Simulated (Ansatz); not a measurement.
# TiIN: reading a single point

```xyz
6
Lattice="3.9737 0.0000 0.0000 0.0000 3.5441 0.0000 0.0000 0.0000 9.0292" Properties=species:S:1:pos:R:3 pbc="T T T"
N     0.0000    0.0000    8.7584
N     1.9868    1.7721    0.2709
Ti    0.0000    1.7721    0.7223
Ti    1.9868    0.0000    8.3069
I     0.0000    0.0000    2.8442
I     1.9868    1.7721    6.1850
```

Level: PBEsol, no spin polarisation; 420 eV; 7×7×3 Γ-centred mesh; fermi-dirac occupations (width 0.1 eV); Ansatz 0.2.0, fixed geometry.

**Question.** What is the character of the valence top and the conduction bottom?

**Answer.** Within 0.7 eV of the edges, the states project mainly on I p (74 %) and N p (13 %) below the gap and on Ti d (82 %) above it.

**Question.** Describe some of the short contacts.

**Answer.** N–Ti at 2.03 Å: least valence density 0.67 e/Å³ and ELF 0.29 there. I–Ti at 2.76 Å: least valence density 0.32 e/Å³ and ELF 0.27 there. I–N at 3.12 Å: least valence density 0.18 e/Å³ and ELF 0.18 there, a closed-shell (ionic or weak) contact. These are pseudo-fields; inside the PAW spheres they differ from the all-electron ones.

**Question.** What does the stress say?

**Answer.** The pressure is -2.3 GPa (compression positive), so with the atoms held at these fractions the cell would first shrink; the forces are large, so a full relaxation may end otherwise. The principal stresses -5.1, -2.7, 0.8 GPa differ, so its shape would change too.

**Question.** What is the formation energy?

**Answer.** -1.23 eV an atom against the elements' usual phases (free molecules for gases, crystals otherwise, with no correction for O₂ or N₂), so it is bound against them; other compounds may still compete. Relaxing would lower it.

**Question.** Is there a gap, and of what kind?

**Answer.** The gap is 0.08 eV, direct at the points sampled.

**Question.** Which element gives electrons and which takes them?

**Answer.** Bader charges in e: Ti +1.87, I -0.43, N -1.43. In the mean Ti gives up most and N takes most.

**Question.** Which atom feels the largest force, and which way?

**Answer.** The largest is on Ti3 (and as large on other atoms): 1.05 eV/Å, components (0.00, 0.00, -1.05). It makes 61° with the line to a nearest neighbour, N1 at 2.03 Å.

Origin: a database entry at a rescaled volume. Caveats: no spin-orbit coupling, which can shift this gap by tenths of an eV; the gap is not wide against the smearing.
